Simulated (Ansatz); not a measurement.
Rigid (001) slab of Co, space group P6_3/mmc (No. 194):

```xyz
3
Lattice="2.4564 0.0000 0.0000 -1.2282 2.1273 0.0000 0.0000 0.0000 20.9694" Properties=species:S:1:pos:R:3 pbc="T T T"
Co    0.0000    1.4182    8.5000
Co    1.2282    0.7091   10.4543
Co    0.0000    1.4182   12.4084
```

These are results of DFT PBEsol, scalar-relativistic, plane waves, PAW (Ansatz), not measurements. Settings: cutoff 420 eV, Γ-centred mesh 12×12×1 on the computed 4-atom cell, Gaussian smearing of 0.10 eV; collinear spin from starting moments 1.94 1.89 1.94 2 μB. The cell repeats along c with a dipole correction in the vacuum.

An adatom of C is held over the places (i/3, j/3) of the 1×1 surface cell, counted from the highest atom (Co), and only its height relaxes; one adatom per 5.2 Å². This grid misses the bridge places.

Heights over the highest slab atom in Å:

```csv
i,j=0,j=1,j=2
0,1.66,1.47,1.47
1,1.47,1.47,1.08
2,1.47,1.10,1.47
```

**Question.** Among these places, where is the adatom most and least stable, and how far apart in energy?

**Answer.** Lowest at (i, j) = (1, 2); highest at (0, 0), 1.10 eV above. All energies in eV:

```
i j=0   j=1   j=2
0  1.10  0.78  0.78
1  0.78  0.78  0.00
2  0.78  0.06  0.78
```